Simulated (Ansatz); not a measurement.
## K2H4Rh: reading a single point

```
Rh H K
1.0
     5.61113    0.00000    0.00000
     0.00000    5.61113    0.00000
     0.00000    0.00000    8.18028
Rh H K
2 8 4
Direct
  0.00000 0.00000 0.00000
  0.50000 0.50000 0.50000
  0.20230 0.20230 0.00000
  0.29770 0.70230 0.50000
  0.79770 0.79770 0.00000
  0.70230 0.29770 0.50000
  0.00000 0.00000 0.19710
  0.50000 0.50000 0.69710
  0.50000 0.50000 0.30290
  0.00000 0.00000 0.80290
  0.00000 0.50000 0.25000
  0.00000 0.50000 0.75000
  0.50000 0.00000 0.25000
  0.50000 0.00000 0.75000
```

Method: r2SCAN, no spin polarisation; PAW, plane waves to 500 eV, 6×6×4 Γ-centred mesh, fermi-dirac occupations (width 0.0241 eV) (Ansatz 0.2.0), atoms fixed.

(1) Which atom feels the largest force, and which way?

(2) What is the formation energy?

(3) What happens at the Fermi level?

(4) Is the cell too large or too small?

Origin: a known structure type with other elements, at an estimated volume, so it need not be a known compound. Caveats: many states at the Fermi level without spin polarisation, so a magnetic state may lie lower; the Fermi level lies in a narrow band between gaps, which spin or distortion may split.

Answers

(1) The largest is on H4 (and as large on other atoms): 1.00 eV/Å, components (-0.71, 0.71, 0.00). It makes 180° with the line to a nearest neighbour, Rh2 at 1.61 Å, pointing away from it.

(2) -0.08 eV an atom against the elements' usual phases (free molecules for gases, crystals otherwise, with no correction for O₂ or N₂), so it is bound against them; other compounds may still compete. Relaxing would lower it.

(3) It is a metal, with about 8 states/eV a cell as the mean within 0.25 eV of the Fermi level, mostly Rh d (72 %) and Rh s (17 %).

(4) The pressure is 2.4 GPa (compression positive), so with the atoms held at these fractions the cell would first expand; the forces are large, so a full relaxation may end otherwise. The principal stresses 1.5, 1.5, 4.1 GPa differ, so its shape would change too.
